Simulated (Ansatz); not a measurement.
This LiMnH3 structure is the end of a relaxation. The cell was found from a structure generator's guess, not taken from experiment.

All numbers below come from DFT PBE, scalar-relativistic, plane waves, PAW (Ansatz). Cutoff 420 eV, Γ-centred mesh, Gaussian smearing, collinear spin.

```xyz
10
Lattice="4.6988 0.0000 0.0000 0.0000 4.6988 0.0000 0.0000 0.0000 3.4054" Properties=species:S:1:pos:R:3 pbc="T T T"
Li    0.0000    2.3494    1.7027
Li    2.3494    0.0000    1.7027
Mn    2.3494    2.3494    0.0000
Mn    0.0000    0.0000    0.0000
H     3.8039    1.4545    0.0000
H     3.2442    3.8039    0.0000
H     2.3494    2.3494    1.7027
H     0.8948    3.2442    0.0000
H     1.4545    0.8948    0.0000
H     0.0000    0.0000    1.7027
```

The zero of energy is the elements' standard structures at the same level (H₂ as a molecule); no fitted shifts are applied.

(1) Find its symmetry and describe it.

(2) How far does it lie from the elements in energy?

(3) Is it a metal?

(4) Which magnetic moments does it keep?

## Answers

(1) P4/mbm (No. 127). Conventional cell: a = 4.699 Å, c = 3.405 Å. Around Li lie 4 H at 2.12 Å, 4 H at 2.35 Å, 4 H at 2.67 Å and 8 Mn at 2.90 Å; Mn is surrounded by 6 H at 1.70–1.71 Å and 8 Li at 2.90 Å; around H on a site of symmetry m2m lie 2 Mn at 1.71 Å and 2 Li at 2.12 Å; around H on a site of symmetry 4/m lie 2 Mn at 1.70 Å and 4 Li at 2.35 Å.

(2) −0.08 eV/atom. It lies below the elements, which doesn't yet make it stable against other compounds or structures.

(3) Yes, bands cross the Fermi level on the 8×8×12 mesh.

(4) 0.56 μB per atom net, the space between the atoms included; by site: Mn 2.2 (×2) μB.

The last run used collinear spin, an 8×8×12 mesh (in the run's order of axes) for its 10-atom cell and Gaussian smearing of 0.10 eV. With hydrogen, zero-point motion can shift formation energies by some tens of meV/atom. Another magnetic order may lie lower. Symmetry constrained the relaxation, so the result can be a saddle point.
